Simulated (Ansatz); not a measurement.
**CoSi₄Ru₃: rattling a relaxed structure**

The structure comes from a generated guess, relaxed at this level; another structure or a mixture of phases may lie lower.

These are results of Ansatz 0.2.0, DFT PBE, scalar-relativistic, plane waves, PAW, not measurements. Settings: cutoff 420 eV, Γ-centred mesh 8×8×12 on the computed 8-atom cell, Gaussian smearing of 0.10 eV; collinear spin from starting moments 0.0 0.0 0.0 0.0 0.5 0.0 0.0 0.0 μB.

The cell below (8 atoms, space group P4/mmm (No. 123)) is relaxed within its symmetry.

```xyz
8
Lattice="5.7952 0.0000 0.0000 0.0000 5.7952 0.0000 0.0000 0.0000 2.9241" Properties=species:S:1:pos:R:3 pbc="T T T"
Si    4.3153    4.3153    1.4620
Si    4.3153    1.4799    1.4620
Si    1.4799    4.3153    1.4620
Si    1.4799    1.4799    1.4620
Co    2.8976    2.8976    0.0000
Ru    0.0000    0.0000    0.0000
Ru    0.0000    2.8976    0.0000
Ru    2.8976    0.0000    0.0000
```

For the test it was strained at random (σ = 1.5 % a component), the atoms were moved at random (σ = 0.05 Å), and all was relaxed again on a coarse 8×4×4 mesh (in the run’s order of axes) with 0.20 eV smearing, with no symmetry imposed.

Another magnetic order may lie lower.

Task: Is the structure stable against such a distortion?

Result: It returns, within 1 meV/atom of the unmoved cell on that mesh and with the same symmetry when read at 0.1 Å. No instability shows in this cell; modes of other wave vectors, which need another repeat, aren't tested.
